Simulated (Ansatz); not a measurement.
NaPt3O4:
```
NaPt3O4
1.0
    5.67995     0.00000     0.00000
    0.00000     5.67995     0.00000
    0.00000     0.00000     5.67995
Na Pt O
2 6 8
Cartesian
  2.83998   2.83998   2.83998
  0.00000   0.00000   0.00000
  4.25997   0.00000   2.83998
  1.41999   0.00000   2.83998
  2.83998   1.41999   0.00000
  2.83998   4.25997   0.00000
  0.00000   2.83998   1.41999
  0.00000   2.83998   4.25997
  4.25997   1.41999   1.41999
  1.41999   4.25997   4.25997
  1.41999   1.41999   4.25997
  4.25997   4.25997   1.41999
  1.41999   4.25997   1.41999
  4.25997   1.41999   4.25997
  4.25997   4.25997   4.25997
  1.41999   1.41999   1.41999
```

Relaxed with PBEsol. Special points in fractions of this cell's reciprocal vectors: Γ (0.000, 0.000, 0.000); X (0.000, 0.500, 0.000); M (0.500, 0.500, 0.000); R (0.500, 0.500, 0.500).

Problem. List the band energies nearest the Fermi level at these points for the program Ansatz at the PBEsol level (PAW).

Solution. In eV from the Fermi level; about four levels below and three above (degenerate sets whole), none deeper than 8.9 eV; points with the same levels are listed once.

```json
[
 {"k": "Γ", "below": "-0.78 -0.78 -0.78 -0.19 -0.15", "above": "0.74 0.74 0.74"},
 {"k": "X", "below": "-0.91 -0.91 -0.71 -0.71", "above": "0.55 0.55 1.30 1.30"},
 {"k": "M", "below": "-0.67 -0.67 -0.52 -0.42 -0.11", "above": "0.76 1.49 2.37"},
 {"k": "R", "below": "-1.20 -1.20 -1.20 -1.20 -1.20 -1.20 -1.13 -1.13", "above": "1.85 1.85 1.85 1.85 1.85 1.85"}
]
```

Space group Pm-3n. The first step of the workflow began from a Materials Project structure, measured or hypothetical; the Crystallography Open Database files this formula in space group No. 223, but the cells were not matched. Its standing as an ambient phase is unchecked. The cell was relaxed with PBEsol under the symmetry of its start; of distortions, only those at the zone centre were tested. No spin polarisation was allowed. Spin–orbit coupling is left out wherever it is not named.

Potentials: the earlier of the program's two PAW sets.
